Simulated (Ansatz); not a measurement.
Starting cell, TiAl$_{3}$ (D022 type, space group I4/mmm):

```
CELL_PARAMETERS angstrom
     -1.91209     1.91209     4.28030
      1.91209    -1.91209     4.28030
      1.91209     1.91209    -4.28030
ATOMIC_POSITIONS crystal
  Al 0.50000 0.50000 0.00000
  Al 0.75000 0.25000 0.50000
  Al 0.25000 0.75000 0.50000
  Ti 0.00000 0.00000 0.00000
```

Scan: atom 2 (Al, nearest neighbour Al at 2.704 Å; its periodic images, 3.8 Å or more away, move with it) is displaced along Cartesian [111], direction (0.577, 0.577, 0.577) in Cartesian axes, by s. The other atoms stay.

The numbers are results of r2SCAN (plane waves to 500 eV, PAW, scalar-relativistic; Ansatz, an electronic-structure program), not measurements. k mesh 14×14×14 (Γ-centred), Fermi-Dirac smearing 0.05 eV. E stands for the smeared free energy. With partly filled bands, energies and forces of such displacements shift with the k mesh and the smearing. TiAl3 is run without spin polarisation. TiAl3 was relaxed with its symmetry unable to fall. ΔE is measured from the undisplaced structure. The last digit holds for this mesh only.

| s (Å) | ΔE (meV/cell) |
|---|---|
| -0.270 | 280.7 |
| -0.216 | 177.1 |
| -0.162 | 98.5 |
| -0.108 | withheld |
| -0.054 | 10.8 |
| 0.000 | 0.0 |
| 0.054 | 10.8 |
| 0.108 | withheld |
| 0.162 | 98.5 |
| 0.216 | 177.1 |
| 0.270 | 280.7 |

### Question
Fit an even polynomial form (powers 2, 4) to the given rows and predict ΔE at s = -0.108.

### Answer
Least squares on the 9 given rows: ΔE = (3699)·s² + (2083)·s⁴, in meV/cell with s in Å; root-mean-square residual 0.02 meV/cell. At -0.108 the fit gives 43.4 meV/cell; the calculation gives 43.4 meV/cell, the same to the digits shown. The quadratic term alone would give 43.1 meV/cell.

(For displaced atoms, the force is minus the slope of the energy, and its curvature is a force constant, which sets phonon frequencies.)
